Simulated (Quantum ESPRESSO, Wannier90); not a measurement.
## Tight-binding from DFT: TaN (P-6m2)

```yaml
crystal:
  lattice:
    - [2.93994, 0.00000, 0.00000]
    - [-1.46997, 2.54606, 0.00000]
    - [0.00000, 0.00000, 2.89018]
  atoms:
    - { symbol: Ta, position: [0.00000, 0.00000, 0.50000] }
    - { symbol: N, position: [0.66667, 0.33333, 0.00000] }
```

Materials Project entry mp-1459; symmetrised, unrelaxed at this level. COD (Crystallography Open Database) has the formula in 5 space groups, this one among them (matched by group alone). Computed values, not measurements, from PBEsol: Quantum ESPRESSO (norm-conserving PseudoDojo potentials, cutoff 68 Ry, spinors with spin-orbit coupling) on a Γ-centred 12×12×6 mesh, then Wannier90. Density: 12×12×10 mesh, cold smearing 0.01 Ry.

The plane-wave run has 44 bands and 18 electrons a cell. On the energy scale of pw.x, whose zero is arbitrary, the Fermi level lies at 20.00 eV.

Input w.win, without the blocks of cell, atoms and k-points (864 lines):

```
num_bands = 33
num_wann = 16
exclude_bands = 1-10
spinors = true
num_iter = 800
conv_tol = 1.0e-6
conv_window = 4
dis_num_iter = 1000
dis_conv_tol = 1.0e-6
dis_froz_max = 21.50
write_hr = true
write_u_matrices = true
begin projections
f=0.01187,0.01934,0.49798: d
f=-0.31382,0.34278,0.00193: p
end projections
mp_grid = 12 12 6
```

Problem. This input has a fault. Which, and what does the program do?

Solution. wannier90.x stops with:
```
w90_wannier90_readwrite_read: mismatch in w.eig
```
num_bands differs from the number of bands in the files, which is the number computed minus those excluded. Mended as below, all else unchanged, the run goes through (Ω_I = 18.8 Å²) and follows the plane-wave bands to 4.3 meV rms (states up to 1.0 eV relative to the Fermi level).
```
num_bands = 34
```
